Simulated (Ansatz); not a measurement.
SrNbO₃ (cubic perovskite, Pm-3m) at seven volumes, the program Ansatz at the r²SCAN level (PAW), scaled uniformly. One row is withheld.

| V (Å³/atom) | P (GPa) |
|---|---|
| 11.976 | 21.95 |
| 12.371 | 13.42 |
| 12.766 | 6.17 |
| 13.160 | 0.01 |
| 13.555 | ? |
| 13.950 | -9.70 |
| 14.345 | -13.49 |

Task: Fit the shown pressures and predict the withheld one.

Result: Third-order Birch–Murnaghan: P = (3/2)B₀(x^(7/2) − x^(5/2))[1 + (3/4)(B′ − 4)(x − 1)] with x = (V₀/V)^(2/3). Least squares on the six rows gives V₀ = 13.161 Å³/atom, B₀ = 189.1 GPa, B′ = 4.38. At V = 13.555, x = 0.9805 and P = -5.23 GPa. The run itself gave -5.24 GPa.

The workflow started from a Materials Project entry (that database holds measured and hypothetical structures alike); the Crystallography Open Database copy checked does not list it. COD files the formula under space group No. 62. Its standing as an ambient phase is unchecked. The cell was relaxed with r²SCAN under the symmetry of its start; whether a distortion lowers the energy is not shown. The run is not spin-polarised.

Potentials: the later of the program's two PAW sets.
